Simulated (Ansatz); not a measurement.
**TaTe (zincblende structure)**

The computed numbers are results of PBE, scalar-relativistic (collinear spin) in the plane-wave PAW code Ansatz at 420 eV, 10×10×10 k-mesh, Gaussian smearing of 0.05 eV. The datasets are Ansatz's generated set soft_2.

```yaml
crystal:
  lattice:
    - [0.00000, 3.15993, 3.15993]
    - [3.15993, 0.00000, 3.15993]
    - [3.15993, 3.15993, 0.00000]
  atoms:
    - { symbol: Ta, position: [0.00000, 0.00000, 0.00000] }
    - { symbol: Te, position: [0.25000, 0.25000, 0.25000] }
```

The start was a prototype's sites filled with these elements, not a measured cell.

The geometry is fixed. Moments are started on Ta in several ways. q is the propagation vector of an order in a doubled cell, in units of this cell's reciprocal vectors; doubled cells take an equivalent mesh or are counted from a ferromagnetic run in the same cell, unless said otherwise. Energies count from the first row, the state in which the cell was relaxed.

The starts:
- ferromagnetic
- no spin polarisation
- antiparallel, q = (0, 0, 1/2)
- antiparallel, q = (0, 1/2, 1/2)
- small parallel moments

Task: Which start ends lowest, and how far above it lies the solution without spin polarisation?

Result: Lowest, alike within 0.5 meV/atom: ferromagnetic; small parallel moments (which grew into the full parallel moments). Without spin polarisation the energy is 79 meV/atom higher.

```tsv
start	largest typed moment (μB)	ΔE (meV/atom)	gap on the mesh (eV)	P (GPa)	final spin moments (μB)
ferromagnetic	1.37	0.0	metal	0.0	Ta 1.26
no spin polarisation	0.00	79.4	metal	-2.1	none
antiparallel, q = (0, 0, 1/2)	2.00	14.5	metal	-0.4	Ta 1.05, -1.05
antiparallel, q = (0, 1/2, 1/2)	2.00	33.4	metal	-0.4	Ta 0.96, -0.96
small parallel moments	0.50	0.0	metal	0.0	Ta 1.26
```

The program noted a lower state or an instability beside: antiparallel, q = (0, 0, 1/2); antiparallel, q = (0, 1/2, 1/2). The lower rows of the table may be what it saw.

The atoms aren't at rest in: antiparallel, q = (0, 0, 1/2) (forces up to 0.18 eV/Å), so relaxing would lower that row.

Without spin polarisation the pressure is 2.1 GPa lower than in the lowest state, so the magnetic solution wants the larger cell.

Only orders that fit these small cells were tried, so the real crystal's order may be another.

These numbers lack spin–orbit coupling. Site moments are of spin, integrated over atomic spheres.

The state of the open shells isn't shown to be the lowest.
